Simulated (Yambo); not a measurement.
Here is the system:

```
K2LiScF6
1.0
    0.00000     4.14480     4.14480
    4.14480     0.00000     4.14480
    4.14480     4.14480     0.00000
Li F K Sc
1 6 2 1
Direct
  0.50000   0.50000   0.50000
  0.24559   0.24559   0.75441
  0.75441   0.75441   0.24559
  0.75441   0.24559   0.24559
  0.24559   0.75441   0.75441
  0.24559   0.75441   0.24559
  0.75441   0.24559   0.75441
  0.25000   0.25000   0.25000
  0.75000   0.75000   0.75000
  0.00000   0.00000   0.00000
```

Workflow: PBEsol (Quantum ESPRESSO, PseudoDojo norm-conserving, 84 Ry, no spin-orbit coupling), then G0W0 in Yambo (2×2×2 Γ-centred k mesh, bands 3 to 216 and a 7 Ry block in the screening, 216 bands in G with the Bruneval-Gonze terminator, plasmon pole fitted at 27.2 eV).

Question: Give the PBEsol and G0W0 gaps between the band edges found on this mesh, and say where the edges lie.

Answer: Edges: Γ → Γ. PBEsol: 6.81 eV; G0W0: 12.11 eV. Nearest settings tried, and what they do to the gap: 142 bands in G: +4 meV; 142 bands in W, 142 bands in G: +85 meV; 6 Ry block (283 vectors against 331): +41 meV. Not varied: mesh. So the settings aren't converged at that level. The k mesh is coarse. 

Geometry of the Materials Project entry, not relaxed at this level.

The structure is a Materials Project entry; no match was found in the copy of COD used, and its stability was not checked.
